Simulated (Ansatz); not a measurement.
A geometry of WS2 away from equilibrium: the start of the relaxation of a relaxed WS2 cell deformed by the Cartesian strain tensor (xx, yy, zz, yz, xz, xy) = (0.013, -0.082, -0.011, 0.069, 0.078, -0.073). Method: r2SCAN (plane waves to 500 eV, PAW, scalar-relativistic; Ansatz, a first-principles code). Γ-centred k-mesh 9×9×2 on the run's cell (coarser than for final values), Fermi–Dirac smearing 0.05 eV.

```xyz
6
Lattice="3.2230 -0.2338 0.2482 -1.8140 2.6463 0.0647 1.0191 0.8950 12.9217" Properties=species:S:1:pos:R:3:forces:R:3 pbc="T T T" free_energy=-24418.009 pressure_GPa=33.0
W      0.1198     1.9100     3.3563    4.2000   -0.7256   -1.3819
W      2.3083     1.3974     9.8783   -4.2000    0.7256    1.3819
S      0.5077     2.2507     8.2748    5.6135    3.3199   -4.0633
S      1.6771     0.8431     1.8751    1.3278    4.0563   -2.6371
S      1.9204     1.0568     4.9597   -5.6135   -3.3199    4.0633
S      0.7510     2.4643    11.3594   -1.3278   -4.0563    2.6371
```

Positions in Å, forces in eV/Å, free energy of the cell in eV (comparable only within this code, potentials and settings). Largest force: 7.68 eV/Å, on S3, S5 (atoms numbered as listed); the geometry lies 0.88 eV/atom above the end of its relaxation.

No spin polarisation in the result. No dispersion correction is included, so spacings between layers, chains or molecules are soft and tend to come out too large.

The run could not lose the symmetry of its start.
